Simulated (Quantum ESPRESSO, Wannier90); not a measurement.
## Sn (Immm): Wannier90 run

```xyz
1
Lattice="-1.7265 1.7755 2.3383 1.7265 -1.7755 2.3383 1.7265 1.7755 -2.3383" Properties=species:S:1:pos:R:3 pbc="T T T"
Sn     0.0000     0.0000     0.0000
```

Cell from Materials Project (mp-623511), symmetrised, no further relaxation. Not found in the COD (Crystallography Open Database) copy used, which has the formula in other groups; not checked further. Computed values, not measurements, from PBEsol: Quantum ESPRESSO (norm-conserving PseudoDojo potentials, cutoff 58 Ry, spinors with spin-orbit coupling) on a Γ-centred 10×10×10 mesh, then Wannier90. Density: 16×16×16 mesh, cold smearing 0.01 Ry.

The plane-wave run has 30 bands and 14 electrons a cell. On the energy scale of pw.x, whose zero is arbitrary, the Fermi level lies at 10.26 eV.

Isolated groups of bands, relative to the Fermi level (bands from 11 on overlap up to the last one computed):

```json
[
 {"bands": "1–4", "from (eV)": "-22.03", "to (eV)": "-21.98", "filling": "filled", "weight on atomic waves": "Sn 4d 100 %"},
 {"bands": "5–10", "from (eV)": "-21.02", "to (eV)": "-20.87", "filling": "filled", "weight on atomic waves": "Sn 4d 100 %"}
]
```

Input w.win, without the blocks of cell, atoms and k-points (1000 lines):

```
num_bands = 30
num_wann = 8
spinors = true
num_iter = 800
conv_tol = 1.0e-7
conv_window = 4
dis_num_iter = 1000
dis_conv_tol = 1.0e-7
dis_froz_max = 11.76
write_hr = true
write_u_matrices = true
begin projections
Sn: s;p
end projections
mp_grid = 10 10 10
```

**Question.** This input has a fault. Which, and what does the program do?

**Answer.** wannier90.x stops with:
```
dis_windows: More states in the frozen window than target WFs
```
At some k-point more bands lie below dis_froz_max than there are Wannier functions, and every frozen state has to fit into the subspace. Here the deep bands below band 11 or between the kept ones were not excluded and fill the window; only bands 11-30 belong to the model. Mended as below, all else unchanged, the run goes through (Ω_I = 13.7 Å²) and follows the plane-wave bands to 14 meV rms (states up to 1.0 eV relative to the Fermi level).
```
num_bands = 20
exclude_bands = 1-10
```
